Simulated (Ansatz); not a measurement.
Q: In (body-centred tetragonal, I4/mmm) is relaxed with plane-wave PAW PBE+D3(BJ) (Ansatz code). What lattice parameters of the conventional cell result?

A: a = 3.863 Å, c = 3.523 Å.

Its axis ratio c/a = 0.91 departs by over 6 % from that of the usual cell of this phase: another minimum, or an error of the functional. The cell keeps a stress of up to 0.3 GPa. The PBE+D3(BJ) relaxation kept the symmetry of its start; its stability against distortions is not shown here. The volume moved by -50 % from the start of the relaxation. The pairwise dispersion correction was not fitted to metals. Axis ratios of metals converge slowly with the k-mesh, so a and c are less sure than the volume.

Potentials: the later of the program's two PAW sets.
